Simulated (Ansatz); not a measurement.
LiBr (rock salt)

```
LiBr
1.0
    0.00000     2.70567     2.70567
    2.70567     0.00000     2.70567
    2.70567     2.70567     0.00000
Br Li
1 1
Direct
  0.00000   0.00000   0.00000
  0.50000   0.50000   0.50000
```

Equation-of-state scan: isotropic scaling of the cell above, V₀ being its volume. Symmetry pins the atoms to their sites.

These are PBEsol (plane waves to 420 eV, PAW, scalar-relativistic; Ansatz, a program for electronic structure) values and carry that method's errors. k mesh 11×11×11 (Γ-centred), Fermi-Dirac smearing 0.05 eV. The energy includes the smearing's −TS. Stress and pressure are positive under compression. LiBr was relaxed with its symmetry unable to fall. ΔE is measured from the relaxed starting cell.

| V (Å³/atom) | ΔE (meV/atom) |
|---|---|
| 18.619 | 7.1 |
| 18.817 | 4.8 |
| 19.015 | 3.0 |
| 19.213 | 1.7 |
| 19.411 | 0.7 |
| 19.609 | 0.2 |
| 19.807 | 0.0 |
| 20.005 | 0.2 |
| 20.203 | 0.7 |
| 20.401 | 1.5 |
| 20.599 | 2.7 |
| 20.798 | withheld |
| 20.996 | 5.8 |

### Question
Fit a third-order Birch-Murnaghan form (E₀, V₀, B₀, B₀′ free) to the given rows and predict ΔE at V = 20.798.

### Answer
Least squares on the 12 given rows: ΔE = E₀ + (9V₀B₀/16)·y²·[2 + (B₀′ − 4)y], y = (V₀/V)^(2/3) − 1, with V₀ = 19.803 Å³/atom, B₀ = 28.70 GPa (160.2 GPa = 1 eV/Å³; the term in eV is multiplied by 1000), B₀′ = 4.41, E₀ = 0.00 meV/atom; root-mean-square residual 0.02 meV/atom. At 20.798 the fit gives 4.1 meV/atom; the calculation gives 4.1 meV/atom, the same to the digits shown. For the pressure the fit gives -1.26 GPa against the computed -1.27 GPa.

(A scan under strain: stresses follow from slopes of the energy per volume, elastic moduli from its curvatures.)
